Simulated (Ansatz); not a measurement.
KCl:
```yaml
crystal:
  lattice:
    - [0.00000, 3.12164, 3.12164]
    - [3.12164, 0.00000, 3.12164]
    - [3.12164, 3.12164, 0.00000]
  atoms:
    - { symbol: K, position: [0.00000, 0.00000, 0.00000] }
    - { symbol: Cl, position: [0.50000, 0.50000, 0.50000] }
```

Relaxed with PBEsol.

**Question.** Give the optical modes at the zone centre with their infrared activity from DFPT, PBEsol in the plane-wave PAW code Ansatz.

**Answer.** Transverse frequencies, without the LO–TO term; a row sums one degenerate level.

```json
[
 {"ω (cm⁻¹)": "138", "degeneracy": "3", "IR ((D/Å)²/amu)": "4.70", "activity": "IR", "symmetry": "T1u"}
]
```

**Question.** How high does the top mode go among those that the LO–TO term moves?

**Answer.** 205 cm⁻¹ for q along x.

Space group Fm-3m (rock salt). The PBEsol relaxation kept the symmetry of its start; of distortions, only those at the zone centre were tested.

Potentials: the later of the program's two PAW sets.
